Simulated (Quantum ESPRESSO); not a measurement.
Ta2TiGa4Cu (simulated cell) (calculated)

All values are calculated (Quantum ESPRESSO 7.5). Calculation on a made-up metal alloy cell, not a measurement: no spin or spin-orbit, unrelaxed, 2900 K smearing, stress positive in tension, cell energy less fitted offsets; periodic Kohn-Sham density functional theory in plane waves with PseudoDojo standard norm-conserving scalar-relativistic pseudopotentials, each functional with its own files (v0.5 for PBE, v0.4.1 for LDA and PBEsol), eight atoms on drawn sites of a strained close-packed or body-centred lattice, each displaced and held fixed; the energy is the cell's free energy, ions and the entropy term -TS included, at the stated Fermi-Dirac width, less a fixed offset for each atom's element (shifted free energy); compositions with an open d shell lost a parallel starting moment in a cheaper test run, and other magnetic orders were not tried; an error bar is the largest change of its kind in a tighter rerun, never given below 0.002 eV, 0.02 GPa or 0.003 eV/angstrom, and covers cutoff and k-mesh only, not smearing or the files.

Settings shared by all entries: lattice type face-centred cubic; functional pbe; cutoff 1252 eV; fermi dirac smearing 0.25 eV; electrons removed 0; k mesh 8 x 5 x 3 shifted half a step off Gamma on each axis.

Notes on all entries: the copper pseudopotential is less sure than most, with forces differing by about three percent and pressure by about two GPa from a second method on plain copper; heavy elements are run without spin-orbit coupling, which real alloys of them have; a spin test at this wide smearing found no moment, but such smearing suppresses magnetism that the real alloy may have; lattice, volume and sites are drawn at random and may be unstable or far from any real phase; energies are for the whole cell, less offsets fitted to these runs, so they are not formation energies.

(1) Ta2TiGa4Cu (simulated cell)

```cif
# cell vector a (Å): 0.0029 1.9364 1.9885
# cell vector b (Å): -4.0691 2.0347 -2.0925
# cell vector c (Å): -3.9506 -5.9970 6.1477
data_Ta2TiGa4Cu
_symmetry_space_group_name_H-M 'P 1'
_symmetry_Int_Tables_number 1
_cell_length_a 2.7756
_cell_length_b 5.0076
_cell_length_c 9.4533
_cell_angle_alpha 100.948
_cell_angle_beta 88.688
_cell_angle_gamma 90.959
_cell_volume 128.96
loop_
_atom_site_label
_atom_site_type_symbol
_atom_site_fract_x
_atom_site_fract_y
_atom_site_fract_z
_atom_site_occupancy
Ga1 Ga 0.01495 0.00351 0.00030 1
Cu1 Cu 0.99534 0.26183 0.75074 1
Ta1 Ta 0.99657 0.49572 0.49968 1
Ga2 Ga 0.99577 0.74671 0.25200 1
Ga3 Ga 0.49591 0.00435 0.49412 1
Ga4 Ga 0.49989 0.25057 0.24011 1
Ti1 Ti 0.46200 0.49016 0.01135 1
Ta2 Ta 0.50090 0.74526 0.75235 1
```

- entropy term negative ts: -1.086 eV
- pressure: 3.35 GPa
- stress xx: -1.22 GPa
- stress yy: -5.06 GPa
- stress zz: -3.78 GPa
- stress yz: -2.37 GPa
- stress xz: 1.82 GPa
- stress xy: -1.28 GPa
- shifted free energy: -0.431 eV

Atoms:
| atoms element | atom site | atom energy offset (eV) |
| --- | --- | --- |
| Ga | 1 | -2081.03 |
| Cu | 2 | -5159.25 |
| Ta | 3 | -1771.44 |
| Ga | 4 | -2081.03 |
| Ga | 5 | -2081.03 |
| Ga | 6 | -2081.03 |
| Ti | 7 | -1615.4 |
| Ta | 8 | -1771.44 |

Forces:
| site | x (eV/Å) | y (eV/Å) | z (eV/Å) |
| --- | --- | --- | --- |
| 1 | 0.409 | -0.032 | -0.469 |
| 2 | 0.068 | -0.303 | 0.291 |
| 3 | 0.153 | 0.448 | -0.427 |
| 4 | 0.147 | 0.02 | -0.26 |
| 5 | -0.287 | -0.73 | 0.708 |
| 6 | -0.276 | -0.254 | 0.398 |
| 7 | 0.287 | 0.873 | -0.351 |
| 8 | -0.502 | -0.021 | 0.11 |

Notes: error bars: energy 0.0065 eV, stress 0.039 GPa, force 0.013 eV/Å, from a tighter rerun of a related cell, whose elements or sites may differ.

(2) Ta2TiGa4Cu (simulated cell)

```cif
# cell vector a (Å): 0.0029 1.9364 1.9885
# cell vector b (Å): -4.0691 2.0347 -2.0925
# cell vector c (Å): -3.9506 -5.9970 6.1477
data_Ta2TiGa4Cu
_symmetry_space_group_name_H-M 'P 1'
_symmetry_Int_Tables_number 1
_cell_length_a 2.7756
_cell_length_b 5.0076
_cell_length_c 9.4533
_cell_angle_alpha 100.948
_cell_angle_beta 88.688
_cell_angle_gamma 90.959
_cell_volume 128.96
loop_
_atom_site_label
_atom_site_type_symbol
_atom_site_fract_x
_atom_site_fract_y
_atom_site_fract_z
_atom_site_occupancy
Ga1 Ga 0.01495 0.00351 0.00030 1
Cu1 Cu 0.99534 0.26183 0.75074 1
Ta1 Ta 0.99657 0.49572 0.49968 1
Ga2 Ga 0.99577 0.74671 0.25200 1
Ga3 Ga 0.49591 0.00435 0.49412 1
Ga4 Ga 0.49989 0.25057 0.24011 1
Ti1 Ti 0.47158 0.49242 0.00902 1
Ta2 Ta 0.50090 0.74526 0.75235 1
```

- entropy term negative ts: -1.088 eV
- pressure: 3.26 GPa
- stress xx: -1.08 GPa
- stress yy: -4.98 GPa
- stress zz: -3.73 GPa
- stress yz: -2.44 GPa
- stress xz: 1.82 GPa
- stress xy: -1.32 GPa
- shifted free energy: -0.459 eV

Atoms:
| atoms element | atom site | atom energy offset (eV) |
| --- | --- | --- |
| Ga | 1 | -2081.03 |
| Cu | 2 | -5159.25 |
| Ta | 3 | -1771.44 |
| Ga | 4 | -2081.03 |
| Ga | 5 | -2081.03 |
| Ga | 6 | -2081.03 |
| Ti | 7 | -1615.4 |
| Ta | 8 | -1771.44 |

Forces:
| site | x (eV/Å) | y (eV/Å) | z (eV/Å) |
| --- | --- | --- | --- |
| 1 | 0.339 | 0.031 | -0.463 |
| 2 | 0.083 | -0.286 | 0.298 |
| 3 | 0.165 | 0.455 | -0.443 |
| 4 | 0.204 | 0.071 | -0.255 |
| 5 | -0.289 | -0.734 | 0.707 |
| 6 | -0.277 | -0.212 | 0.337 |
| 7 | 0.285 | 0.67 | -0.249 |
| 8 | -0.508 | 0.006 | 0.067 |

Notes: error bars: energy 0.0065 eV, stress 0.039 GPa, force 0.013 eV/Å, from a tighter rerun of a related cell, whose elements or sites may differ.

(3) Ta2TiGa4Cu (simulated cell)

```cif
# cell vector a (Å): 0.0029 1.9364 1.9885
# cell vector b (Å): -4.0691 2.0347 -2.0925
# cell vector c (Å): -3.9506 -5.9970 6.1477
data_Ta2TiGa4Cu
_symmetry_space_group_name_H-M 'P 1'
_symmetry_Int_Tables_number 1
_cell_length_a 2.7756
_cell_length_b 5.0076
_cell_length_c 9.4533
_cell_angle_alpha 100.948
_cell_angle_beta 88.688
_cell_angle_gamma 90.959
_cell_volume 128.96
loop_
_atom_site_label
_atom_site_type_symbol
_atom_site_fract_x
_atom_site_fract_y
_atom_site_fract_z
_atom_site_occupancy
Ga1 Ga 0.01495 0.00351 0.00030 1
Cu1 Cu 0.99534 0.26183 0.75074 1
Ta1 Ta 0.99657 0.49572 0.49968 1
Ga2 Ga 0.99577 0.74671 0.25200 1
Ga3 Ga 0.49591 0.00435 0.49412 1
Ga4 Ga 0.49989 0.25057 0.24011 1
Ti1 Ti 0.47844 0.49405 0.00735 1
Ta2 Ta 0.50090 0.74526 0.75235 1
```

* entropy term negative ts: -1.089 eV
* pressure: 3.22 GPa
* stress xx: -1.01 GPa
* stress yy: -4.93 GPa
* stress zz: -3.72 GPa
* stress yz: -2.48 GPa
* stress xz: 1.82 GPa
* stress xy: -1.35 GPa
* shifted free energy: -0.475 eV

Atoms:
| atoms element | atom site | atom energy offset (eV) |
| --- | --- | --- |
| Ga | 1 | -2081.03 |
| Cu | 2 | -5159.25 |
| Ta | 3 | -1771.44 |
| Ga | 4 | -2081.03 |
| Ga | 5 | -2081.03 |
| Ga | 6 | -2081.03 |
| Ti | 7 | -1615.4 |
| Ta | 8 | -1771.44 |

Forces:
| site | x (eV/Å) | y (eV/Å) | z (eV/Å) |
| --- | --- | --- | --- |
| 1 | 0.292 | 0.075 | -0.458 |
| 2 | 0.094 | -0.273 | 0.303 |
| 3 | 0.173 | 0.46 | -0.453 |
| 4 | 0.24 | 0.105 | -0.251 |
| 5 | -0.291 | -0.736 | 0.706 |
| 6 | -0.278 | -0.184 | 0.297 |
| 7 | 0.283 | 0.526 | -0.178 |
| 8 | -0.512 | 0.027 | 0.033 |

Notes: error bars: energy 0.0065 eV, stress 0.039 GPa, force 0.013 eV/Å, from a tighter rerun of this cell.

(4) Ta2TiGa4Cu (simulated cell)

```cif
# cell vector a (Å): 0.0029 1.9364 1.9885
# cell vector b (Å): -4.0691 2.0347 -2.0925
# cell vector c (Å): -3.9506 -5.9970 6.1477
data_Ta2TiGa4Cu
_symmetry_space_group_name_H-M 'P 1'
_symmetry_Int_Tables_number 1
_cell_length_a 2.7756
_cell_length_b 5.0076
_cell_length_c 9.4533
_cell_angle_alpha 100.948
_cell_angle_beta 88.688
_cell_angle_gamma 90.959
_cell_volume 128.96
loop_
_atom_site_label
_atom_site_type_symbol
_atom_site_fract_x
_atom_site_fract_y
_atom_site_fract_z
_atom_site_occupancy
Ga1 Ga 0.01495 0.00351 0.00030 1
Cu1 Cu 0.99534 0.26183 0.75074 1
Ta1 Ta 0.99657 0.49572 0.49968 1
Ga2 Ga 0.99577 0.74671 0.25200 1
Ga3 Ga 0.49591 0.00435 0.49412 1
Ga4 Ga 0.49989 0.25057 0.24011 1
Ti1 Ti 0.48433 0.49544 0.00592 1
Ta2 Ta 0.50090 0.74526 0.75235 1
```

* entropy term negative ts: -1.091 eV
* pressure: 3.2 GPa
* stress xx: -0.97 GPa
* stress yy: -4.9 GPa
* stress zz: -3.72 GPa
* stress yz: -2.51 GPa
* stress xz: 1.81 GPa
* stress xy: -1.38 GPa
* shifted free energy: -0.486 eV

Atoms:
| atoms element | atom site | atom energy offset (eV) |
| --- | --- | --- |
| Ga | 1 | -2081.03 |
| Cu | 2 | -5159.25 |
| Ta | 3 | -1771.44 |
| Ga | 4 | -2081.03 |
| Ga | 5 | -2081.03 |
| Ga | 6 | -2081.03 |
| Ti | 7 | -1615.4 |
| Ta | 8 | -1771.44 |

Forces:
| site | x (eV/Å) | y (eV/Å) | z (eV/Å) |
| --- | --- | --- | --- |
| 1 | 0.252 | 0.112 | -0.454 |
| 2 | 0.105 | -0.261 | 0.308 |
| 3 | 0.18 | 0.465 | -0.461 |
| 4 | 0.27 | 0.133 | -0.248 |
| 5 | -0.292 | -0.737 | 0.706 |
| 6 | -0.279 | -0.161 | 0.266 |
| 7 | 0.281 | 0.405 | -0.117 |
| 8 | -0.517 | 0.045 | 0.002 |

Notes: error bars: energy 0.0065 eV, stress 0.039 GPa, force 0.013 eV/Å, from a tighter rerun of a related cell, whose elements or sites may differ.

(5) Ta2TiGa4Cu (simulated cell)

```cif
# cell vector a (Å): 0.0029 1.9364 1.9885
# cell vector b (Å): -4.0691 2.0347 -2.0925
# cell vector c (Å): -3.9506 -5.9970 6.1477
data_Ta2TiGa4Cu
_symmetry_space_group_name_H-M 'P 1'
_symmetry_Int_Tables_number 1
_cell_length_a 2.7756
_cell_length_b 5.0076
_cell_length_c 9.4533
_cell_angle_alpha 100.948
_cell_angle_beta 88.688
_cell_angle_gamma 90.959
_cell_volume 128.96
loop_
_atom_site_label
_atom_site_type_symbol
_atom_site_fract_x
_atom_site_fract_y
_atom_site_fract_z
_atom_site_occupancy
Ga1 Ga 0.01495 0.00351 0.00030 1
Cu1 Cu 0.99534 0.26183 0.75074 1
Ta1 Ta 0.99657 0.49572 0.49968 1
Ga2 Ga 0.99577 0.74671 0.25200 1
Ga3 Ga 0.49591 0.00435 0.49412 1
Ga4 Ga 0.49989 0.25057 0.24011 1
Ti1 Ti 0.52173 0.50429 0.99684 1
Ta2 Ta 0.50090 0.74526 0.75235 1
```

* entropy term negative ts: -1.101 eV
* pressure: 3.3 GPa
* stress xx: -1.04 GPa
* stress yy: -4.82 GPa
* stress zz: -4.03 GPa
* stress yz: -2.61 GPa
* stress xz: 1.75 GPa
* stress xy: -1.48 GPa
* shifted free energy: -0.49 eV

Atoms:
| atoms element | atom site | atom energy offset (eV) |
| --- | --- | --- |
| Ga | 1 | -2081.03 |
| Cu | 2 | -5159.25 |
| Ta | 3 | -1771.44 |
| Ga | 4 | -2081.03 |
| Ga | 5 | -2081.03 |
| Ga | 6 | -2081.03 |
| Ti | 7 | -1615.4 |
| Ta | 8 | -1771.44 |

Forces:
| site | x (eV/Å) | y (eV/Å) | z (eV/Å) |
| --- | --- | --- | --- |
| 1 | 0.02 | 0.338 | -0.422 |
| 2 | 0.196 | -0.167 | 0.336 |
| 3 | 0.222 | 0.498 | -0.502 |
| 4 | 0.419 | 0.282 | -0.237 |
| 5 | -0.299 | -0.744 | 0.699 |
| 6 | -0.277 | -0.034 | 0.109 |
| 7 | 0.274 | -0.338 | 0.255 |
| 8 | -0.556 | 0.165 | -0.236 |

Notes: error bars: energy 0.0065 eV, stress 0.039 GPa, force 0.013 eV/Å, from a tighter rerun of a related cell, whose elements or sites may differ.

(6) Ta2TiGa4Cu (simulated cell)

```cif
# cell vector a (Å): 0.0029 1.9364 1.9885
# cell vector b (Å): -4.0691 2.0347 -2.0925
# cell vector c (Å): -3.9506 -5.9970 6.1477
data_Ta2TiGa4Cu
_symmetry_space_group_name_H-M 'P 1'
_symmetry_Int_Tables_number 1
_cell_length_a 2.7756
_cell_length_b 5.0076
_cell_length_c 9.4533
_cell_angle_alpha 100.948
_cell_angle_beta 88.688
_cell_angle_gamma 90.959
_cell_volume 128.96
loop_
_atom_site_label
_atom_site_type_symbol
_atom_site_fract_x
_atom_site_fract_y
_atom_site_fract_z
_atom_site_occupancy
Ga1 Ga 0.01495 0.00351 0.00030 1
Cu1 Cu 0.99534 0.26183 0.75074 1
Ta1 Ta 0.99657 0.49572 0.49968 1
Ga2 Ga 0.99577 0.74671 0.25200 1
Ga3 Ga 0.49591 0.00435 0.49412 1
Ga4 Ga 0.49989 0.25057 0.24011 1
Ti1 Ti 0.52702 0.50554 0.99555 1
Ta2 Ta 0.50090 0.74526 0.75235 1
```

- entropy term negative ts: -1.102 eV
- pressure: 3.35 GPa
- stress xx: -1.1 GPa
- stress yy: -4.83 GPa
- stress zz: -4.11 GPa
- stress yz: -2.61 GPa
- stress xz: 1.74 GPa
- stress xy: -1.48 GPa
- shifted free energy: -0.482 eV

Atoms:
| atoms element | atom site | atom energy offset (eV) |
| --- | --- | --- |
| Ga | 1 | -2081.03 |
| Cu | 2 | -5159.25 |
| Ta | 3 | -1771.44 |
| Ga | 4 | -2081.03 |
| Ga | 5 | -2081.03 |
| Ga | 6 | -2081.03 |
| Ti | 7 | -1615.4 |
| Ta | 8 | -1771.44 |

Forces:
| site | x (eV/Å) | y (eV/Å) | z (eV/Å) |
| --- | --- | --- | --- |
| 1 | -0.012 | 0.369 | -0.417 |
| 2 | 0.212 | -0.151 | 0.339 |
| 3 | 0.228 | 0.502 | -0.507 |
| 4 | 0.435 | 0.299 | -0.236 |
| 5 | -0.299 | -0.744 | 0.697 |
| 6 | -0.276 | -0.019 | 0.092 |
| 7 | 0.274 | -0.439 | 0.307 |
| 8 | -0.563 | 0.183 | -0.276 |

Notes: error bars: energy 0.0065 eV, stress 0.039 GPa, force 0.013 eV/Å, from a tighter rerun of a related cell, whose elements or sites may differ.
